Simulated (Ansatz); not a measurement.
## Harmonic thermodynamics of Ti5AlN6

All numbers below come from DFT PBE, scalar-relativistic, plane waves, PAW (Ansatz). Settings: 420 eV plane-wave cutoff, Γ-centred 12×12×4 mesh, Fermi-Dirac smearing of 0.15 eV. No spin polarisation. Phonons by linear response, acoustic sum rule imposed.

Equilibrium structure at this level:
```yaml
crystal:
  lattice:
    - [2.98182, 0.00000, 0.00000]
    - [-1.49091, 2.58233, 0.00000]
    - [0.00000, 0.00000, 14.69618]
  atoms:
    - { symbol: Ti, position: [0.00000, 0.00000, 0.00000] }
    - { symbol: Ti, position: [0.66667, 0.33333, 0.16890] }
    - { symbol: Ti, position: [0.33333, 0.66667, 0.33222] }
    - { symbol: Ti, position: [0.66667, 0.33333, 0.66778] }
    - { symbol: Ti, position: [0.33333, 0.66667, 0.83110] }
    - { symbol: Al, position: [0.00000, 0.00000, 0.50000] }
    - { symbol: N, position: [0.33333, 0.66667, 0.08366] }
    - { symbol: N, position: [0.00000, 0.00000, 0.25189] }
    - { symbol: N, position: [0.66667, 0.33333, 0.42269] }
    - { symbol: N, position: [0.33333, 0.66667, 0.57731] }
    - { symbol: N, position: [0.00000, 0.00000, 0.74811] }
    - { symbol: N, position: [0.66667, 0.33333, 0.91634] }
```

It was reached by relaxing an invented guess, and it needn't be the stable form of this composition. In a metal, frequencies and elastic constants depend on the k mesh and the smearing, soft modes and shear constants most. The q mesh is coarse, so values between its points are rough.

Force constants from linear response on a 3×3×1 q mesh, interpolated to a fine mesh.

Phonon density of states, in bins of 10 cm⁻¹:
bin centre (cm⁻¹), share of modes (%) and a bar:
```
        5        0.0
       15        0.0
       25        0.0
       35        0.0
       45        0.0
       55        0.0
       65        0.0
       75        0.1
       85        0.1
       95        0.1
      105        0.1 #
      115        0.2 #
      125        0.2 #
      135        0.2 #
      145        0.3 #
      155        0.4 ##
      165        0.6 ##
      175        0.9 ####
      185        2.1 #########
      195        3.7 ###############
      205        2.8 ############
      215        3.4 ##############
      225        3.6 ###############
      235        3.8 ################
      245        4.1 #################
      255        3.4 ##############
      265        3.0 ############
      275        3.5 ##############
      285        2.0 ########
      295        2.4 ##########
      305        1.2 #####
      315        0.7 ###
      325        1.1 #####
      335        0.7 ###
      345        0.5 ##
      355        0.6 ###
      365        0.6 ###
      375        0.1 #
      385        0.1
      395        0.3 #
      405        0.6 ###
      415        0.6 ##
      425        1.4 ######
      435        1.8 #######
      445        2.5 ##########
      455        1.3 #####
      465        1.2 #####
      475        0.6 ##
      485        0.7 ###
      495        1.1 #####
      505        1.5 ######
      515        3.9 ################
      525        7.4 ##############################
      535        3.2 #############
      545        4.4 ##################
      555        3.7 ###############
      565        5.9 ########################
      575        5.0 ####################
      585        1.6 #######
      595        0.7 ###
      605        0.4 ##
      615        0.4 #
      625        0.3 #
      635        0.7 ###
      645        0.6 ##
      655        0.3 #
      665        0.2 #
      675        0.2 #
      685        0.1
      695        0.0
```

Question: What is the zero-point energy per atom?

Answer: 73.3 meV.

Question: How large are the vibrational entropy and heat capacity at 300 K?

Answer: S = 1.80 k_B and C_V = 2.21 k_B per atom, 74 % of the Dulong–Petit value.

Question: Tabulate them against temperature.

Answer:
```csv
T (K),F_vib (meV/atom),S (k_B/atom),C_V (k_B/atom)
100,72.8,0.24,0.63
200,67.5,1.01,1.64
300,55.4,1.80,2.21
400,36.9,2.48,2.51
500,12.9,3.06,2.67
600,-15.6,3.55,2.76
700,-48.1,3.98,2.82
800,-84.1,4.36,2.86
900,-123.2,4.70,2.89
1000,-165.0,5.01,2.91
```
